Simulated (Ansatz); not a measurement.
### Question
Each is relaxed and computed with the program Ansatz at the r²SCAN level (PAW). Which is the only one with a gap?
A. EuAgAs, P6_3/mmc (Eu on 2a, As on 2c, Ag on 2d)
B. CaAs4Rh6, P-6m2 (Pearson symbol hP11)
C. GaAsPd5, P4/mmm (Ga on 1c, As on 1b, Pd on 4i, Pd on 1a)
D. Cs2RbAsF6, Fm-3m (Cs on 8c, Rb on 4b, As on 4a, F on 24e)

### Answer
D, Cs2RbAsF6, Fm-3m (Cs on 8c, Rb on 4b, As on 4a, F on 24e). Cs2RbAsF6: gap 4.90 eV (indirect); CaAs4Rh6: metal; EuAgAs: metal; GaAsPd5: metal. Caveat: open 4f shells can settle in a state that is not the lowest. Spin orders computed, not proven ground states: EuAgAs, P6_3/mmc (Eu on 2a, As on 2c, Ag on 2d) ferromagnetic. Standing as an ambient phase not checked: Cs2RbAsF6, Fm-3m (Cs on 8c, Rb on 4b, As on 4a, F on 24e); CaAs4Rh6, P-6m2 (Pearson symbol hP11); EuAgAs, P6_3/mmc (Eu on 2a, As on 2c, Ag on 2d); GaAsPd5, P4/mmm (Ga on 1c, As on 1b, Pd on 4i, Pd on 1a). All cells were relaxed under the symmetry of their starts (and spin orders); stability against distortions was not tested throughout. Rows with no word on spin ran without spin polarisation. No Hubbard U is applied. Spin–orbit coupling is left out wherever it is not named.

Potentials: the later of the program's two PAW sets.
